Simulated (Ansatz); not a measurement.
## LiAl2As6Cl, a known structure type with other elements, at an estimated volume

```yaml
crystal:
  lattice:
    - [6.26149, 0.00000, 0.00000]
    - [-3.13075, 5.42261, 0.00000]
    - [0.00000, 0.00000, 8.78653]
  atoms:
    - { symbol: Li, position: [0.00000, 0.00000, 0.00000] }
    - { symbol: Al, position: [0.33330, 0.66670, 0.00000] }
    - { symbol: Al, position: [0.66670, 0.33330, 0.00000] }
    - { symbol: As, position: [0.00000, 0.63615, 0.13340] }
    - { symbol: As, position: [0.36385, 0.36385, 0.13340] }
    - { symbol: As, position: [0.63615, 0.00000, 0.13340] }
    - { symbol: As, position: [0.36385, 0.00000, 0.86660] }
    - { symbol: As, position: [0.63615, 0.63615, 0.86660] }
    - { symbol: As, position: [0.00000, 0.36385, 0.86660] }
    - { symbol: Cl, position: [0.00000, 0.00000, 0.50000] }
```

Level: PBE, no spin polarisation; 420 eV; 6×6×4 Γ-centred mesh; cold occupations (width 0.1984 eV); Ansatz 0.2.0, fixed geometry.

Task: What does the stress say?

Result: The pressure is 8.4 GPa (compression positive), so with the atoms held at these fractions the cell would first expand; the forces are large, so a full relaxation may end otherwise. The principal stresses 2.4, 11.3, 11.3 GPa differ, so its shape would change too.

Task: Is there a gap?

Result: It is a metal, with about 6.6 states/eV a cell as the mean within 0.25 eV of the Fermi level, mostly As p (82 %) and Cl p (12 %).

Task: Which element gives electrons and which takes them?

Result: Bader charges in e: Li +0.82, Al +2.09, As -0.73, Cl -0.64. In the mean Al gives up most and As takes most.

Task: Which atom feels the largest force, and which way?

Result: The largest is on As7 (and as large on other atoms): 1.79 eV/Å, components (-1.16, 0.00, -1.36). It makes 129° with the line to a nearest neighbour, Al2 at 2.32 Å.

Origin: a known structure type with other elements, at an estimated volume, so it need not be a known compound. Caveats: the exchange-correlation potential is rough where the density is thin; many states at the Fermi level without spin polarisation, so a magnetic state may lie lower; atoms or cell far from equilibrium; wide smearing.
